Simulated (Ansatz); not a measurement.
In plane-wave PAW PBEsol (Ansatz code), Al3GaAs4 in the tetragonal phase (P-4m2; Pearson symbol tP8) relaxes to a = 4.012 Å, c = 11.330 Å. Ga has 4 nearest neighbours from 2.46 Å (tetrahedral); As on 2g has 4 nearest neighbours from 2.45 Å (tetrahedral); Al on 2f has 4 nearest neighbours from 2.45 Å (tetrahedral); As on 2g has 4 nearest neighbours from 2.46 Å (tetrahedral). Its formation energy from the elements is -0.40 eV/atom, with no fitted shifts.

The Kohn–Sham gap is 1.33 eV (smallest direct gap 1.34 eV). The valence maximum lies at Γ and the conduction minimum on the Γ–Z line, 18 % of the way from Γ (2 equivalent valleys). The screened hybrid HSE06 puts the gap at 2.07 eV. Gap from PBEsol with spin–orbit coupling: 1.23 eV. Electrons at the band edge weigh 0.20, 0.20, 0.53 mₑ (principal values).

The bulk modulus is 71.4 GPa. The relaxed-ion elastic constants in GPa are C11 = 133, C12 = 28.3, C13 = 53.1, C33 = 108, C44 = 52.0, C66 = 27.6. The elastic constants imply a Debye temperature near 366 K. Perturbation theory gives ε∞ = 10.4 (xx = yy), 10.4 (zz). Letting the ions move raises it to ε0 = 12.4 (xx = yy), 12.4 (zz). Born charges are Ga +2.17, As -2.22 to -2.06, Al +2.10 to +2.19 e. Without the LO–TO term the highest mode at Γ lies at 385 cm⁻¹.

The start of the workflow was typed in or built on a structure type; neither database checked (COD, Materials Project) lists it. Whether it is the stable phase at ambient conditions was not checked. The cell was relaxed with PBEsol under the symmetry of its start; whether a distortion lowers the energy is not shown. The references are the lowest solids computed at this level, not always the standard phases. Spin–orbit coupling is left out wherever it is not named.

Potentials: the earlier of the program's two PAW sets. The files were generated under PBE; for other functionals the program regenerates the frozen cores, and for LDA and PBEsol the local potential too.
